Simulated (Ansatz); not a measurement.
# Sensitivity of the gradients in Cs3Y2I9 to the input

Cell: a COD entry, ions relaxed with PBE at fixed cell.

```cif
data_Cs3Y2I9
_symmetry_space_group_name_H-M 'P6_3/mmc'
_symmetry_Int_Tables_number 194
_cell_length_a 8.4060
_cell_length_b 8.4060
_cell_length_c 21.2800
_cell_angle_alpha 90.000
_cell_angle_beta 90.000
_cell_angle_gamma 120.000
loop_
_atom_site_label
_atom_site_type_symbol
_atom_site_symmetry_multiplicity
_atom_site_Wyckoff_symbol
_atom_site_fract_x
_atom_site_fract_y
_atom_site_fract_z
Cs1 Cs 2 b 0.0000 0.0000 0.2500
Cs3 Cs 4 f 0.3333 0.6667 0.0683
Y Y 4 f 0.6667 0.3333 0.1555
I11 I 6 h 0.5017 0.0035 0.2500
I17 I 12 k 0.8379 0.6759 0.0840
```

One atom of each set is listed.

Reference run. Method: Kohn–Sham DFT in Ansatz, PBE, plane waves and PAW, scalar-relativistic, 420 eV cutoff, Γ-centred 4×4×2 k-points, Fermi–Dirac smearing 0.02 eV.

(1) The input is changed as follows: `kpoints.mp_grid.shift`: not typed → [0.5, 0.5, 0.5]. What happens to V_zz (10²¹ V/m²) and η?

Results:

(1) 

```csv
site,V_zz reference,η reference,V_zz changed,η changed
Cs1,-1.12,0.00,-1.12,0.00
Cs3,1.76,0.00,1.76,0.00
Y,0.78,0.00,0.78,0.00
I11,-14.73,0.67,-14.73,0.68
I17,7.91,0.06,7.91,0.06
```

No V_zz moves by more than 0.01. New warnings: symmetry narrowed by mesh.

On the reference run: Without spin–orbit coupling the gradients at and beside I can be off by some per cent, at some sites by more.
